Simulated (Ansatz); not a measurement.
Ansatz (a first-principles code) input:

Ansatz 0.2 input:
```yaml
crystal:
  lattice:
    - [6.7206891351, 0.0, 0.0]
    - [0.0, 6.7798853793, 0.0]
    - [-2.5777055204, 0.0, 8.3343139225]
  atoms:
    - { symbol: K, position: [0.7318536601, 0.4866766138, 0.9345891703] }
    - { symbol: K, position: [0.2681463399, 0.9866766138, 0.0654108297] }
    - { symbol: La, position: [0.2317988152, 0.0036318914, 0.5542959965] }
    - { symbol: La, position: [0.7682011848, 0.5036318914, 0.4457040035] }
    - { symbol: Ge, position: [0.2202013857, 0.4735825793, 0.3159205403] }
    - { symbol: Ge, position: [0.7797986143, 0.9735825793, 0.6840794597] }
    - { symbol: S, position: [0.0153845842, 0.7348349471, 0.7305161852] }
    - { symbol: S, position: [0.9846154158, 0.2348349471, 0.2694838148] }
    - { symbol: S, position: [0.4172157859, 0.4713706028, 0.1566525384] }
    - { symbol: S, position: [0.5827842141, 0.9713706028, 0.8433474616] }
    - { symbol: S, position: [0.9775380513, 0.2405827093, 0.7151269824] }
    - { symbol: S, position: [0.0224619487, 0.7405827093, 0.2848730176] }
    - { symbol: S, position: [0.4116929858, 0.4284806563, 0.5692864533] }
    - { symbol: S, position: [0.5883070142, 0.9284806563, 0.4307135467] }
kpoints:
  mp_grid: { grid: [5, 4, 4] }
hamiltonian:
  xc: r2scan
  pseudopotentials: { kind: paw }
scf:
  occupations: { method: fixed }
checkpoint: { read: static.run }
output: { bader: true, populations: true }
```

Output (shortened):

```
La: projections on atomic orbitals take those of the free atom [Kr 4d10] 4f0 5s2 5p6 5d1 6s2, of charge +0.00 (hamiltonian.pseudopotentials.projection_atoms) …
Pseudopotential: K, paw, valence charge 9
Pseudopotential: La, paw, valence charge 11
Pseudopotential: Ge, paw, valence charge 14
Pseudopotential: S, paw, valence charge 6
Functional definition: r2SCAN
Crystal: 14 atoms, lattice volume = 379.757 Å³
Basis set: ecut = 500 eV, 9631 PW (Γ), exchange–correlation on 200×200×256 points (64 copies of the dense FFT grid, shifted against one another)
Bands: 72, of which v1, the nominal top of the filled ones, is band 58 counted from 1 (57 counted from 0)
Symmetry: 2 space group operations
Space group: P21 (ITA 4), of the structure as read, at distance tolerance 7.2e-5 Å
k-points: 33 of 80 (time reversal used)
Stability of the state it starts from, as read at its close in the unpolarized treatment …
iter 1 solved again at ethr=1.08e-7 eV; its pass at ethr=3.10e-3 eV (dr2=1.26e-4 eV) is discarded
SCF iter   1: F=—  HF=-31487.954209 eV  |F-HF|=—  |Δ(HF+E_count)|=         —  Δρ=4.03e-7  dr2=9.62e-10  dr2_τ=8.16e-11  ethr=1.08e-7  ⟨swp⟩=3.8  Hψ=15034  notcnv=0  defer=396
preconditioner: auto → Resta (q_TF=auto, 2.239 Å⁻¹)
SCF iter   2: F=—  HF=-31487.954224 eV  |F-HF|=—  |Δ(HF+E_count)|=   1.53e-5  Δρ=2.34e-7  dr2=4.02e-10  dr2_τ=6.87e-11  ethr=1.00e-12  ⟨swp⟩=14.9  Hψ=14330  notcnv=0
SCF iter   3: F=-31487.954224 eV  HF=-31487.954224 eV  |F-HF|=3.64e-11  |Δ(HF+E_count)|=  6.55e-11  Δρ=1.41e-7  dr2=1.23e-10  dr2_τ=6.92e-12  ethr=1.00e-12  ⟨swp⟩=1.0  Hψ=4583  notcnv=0
SCF 1 converged in 3 iterations: F = -31487.954224 eV  dr2 = 1.23e-10
SCF converged after 3 iterations
Free energy (F): -31487.954224 eV
Harris-Foulkes:  -31487.954224 eV  (|F-HF|=3.64e-11)
Internal energy: -31487.954224 eV  (E = F + TS)
E sigma→0 (E₀):  -31487.954224 eV
Fermi energy:    4.594167 eV
--- Per-component energies (eV) ---
  E_band       = -855.381972
  E_kinetic    = 1965.305130
  E_local      = -9855.796581  (includes V_loc(G=0)·N_el)
  E_nonlocal   = 1286.900346
  E_hartree    = 4066.216595
  E_xc         = -1406.274147
  E_vxc        = -1588.284890  (∫ρ·V_xc dr)
  E_paw        = -21401.830136  (= ΣΔE_a)
  E_vpaw       = -878.479763  (= ΣTr[D̂ρ^β])
  E_aug_tail   = 0.000036  (compensation charges beyond the density's cutoff)
  E_vtau       = 82.540941  (kinetic-family band-sum trace: ∫τ·v_τ [+ j·A + Jᵃ·Aᵃ] dr)
  E_ewald      = -6139.170456
  E_core_change = -3.305011  (= ΣΔE_core)
  E_smearing   =  0.000000  (= −TS)
  E_closure    = 0.000000  (closes the sum)
  Σ components = -31487.954224   (vs F -31487.954224, Δ=0.00e0)
  [band-id]    e_kinetic+e_local+e_nonlocal+2·e_hartree+e_vxc+e_vpaw+e_augmentation_tail+e_vtau = -855.381591   (vs E_band -855.381972, Δ=3.81e-4)
--- Band table (eV; the first three rows and the last of 33) ---
  k-point 0: bands = ["-27.9015", "-27.8907", "-25.5577", "-25.5561", "-20.2197", "-20.2195", "-20.2138", "-20.2138", "-20.2056", "-20.2055", "-20.1542", "-20.1542", "-20.1492", "-20.1490", "-11.4921", "-11.4351", "-11.4027", "-11.2842", "-11.2522", …
  k-point 1: bands = ["-27.9015", "-27.8907", "-25.5577", "-25.5561", "-20.2197", "-20.2195", "-20.2138", "-20.2138", "-20.2056", "-20.2055", "-20.1542", "-20.1542", "-20.1492", "-20.1490", "-11.4919", "-11.4340", "-11.4026", "-11.2843", "-11.2514", …
  k-point 2: bands = ["-27.9015", "-27.8907", "-25.5577", "-25.5561", "-20.2197", "-20.2195", "-20.2138", "-20.2138", "-20.2056", "-20.2055", "-20.1542", "-20.1542", "-20.1492", "-20.1490", "-11.4918", "-11.4328", "-11.4025", "-11.2843", "-11.2505", …
  k-point 32: bands = ["-27.8960", "-27.8960", "-25.5568", "-25.5568", "-20.2196", "-20.2196", "-20.2137", "-20.2137", "-20.2056", "-20.2056", "-20.1543", "-20.1543", "-20.1492", "-20.1492", "-11.5540", "-11.5540", "-11.3254", "-11.3254", "-11.1937", …
--- Löwdin populations: 14 sites ---
  site symbol       q [e]
     0      K      8.2484
     1      K      8.2484
     2     La     10.2715
     3     La     10.2715
     4     Ge     13.3939
     5     Ge     13.3939
     6      S      6.4359
     7      S      6.4359
     8      S      6.5220
     9      S      6.5220
    10      S      6.4200
    11      S      6.4200
    12      S      6.4476
    13      S      6.4476
  spilling = 0.004494 (of n_electrons = 116.000000)
--- Bader charges: 14 sites ---
  site symbol  charge [e]  shift [e]
     0      K      0.8608     0.0000
     1      K      0.8608     0.0000
     2     La      1.9641     0.0000
     3     La      1.9641     0.0000
     4     Ge      1.4020     0.0078
     5     Ge      1.4020     0.0078
     6      S     -1.0535     0.0019
     7      S     -1.0535     0.0019
     8      S     -1.0479     0.0022
     9      S     -1.0479     0.0022
    10      S     -1.0524     0.0019
    11      S     -1.0524     0.0019
    12      S     -1.0730     0.0018
    13      S     -1.0730     0.0018
  shift: an alarm, by how much a part of what the PAW files miss would move the charge. Where it is large, compare
  with a run on PAW files of another source; a small one proves nothing
  estimated error of the sums over rays = 5.0e-4 e
```

Cost: very roughly 8 core-minutes on shared cores.

Space group P2_1. The first step of the workflow began from a Materials Project structure, measured or hypothetical; the Crystallography Open Database copy checked does not list it. Whether it is the stable phase at ambient conditions was not checked. Symmetry was held in the r²SCAN relaxation; whether a distortion lowers the energy is not shown. Spin–orbit coupling is left out wherever it is not named.

Potentials: the later of the program's two PAW sets.

Ansatz is a plane-wave DFT program.
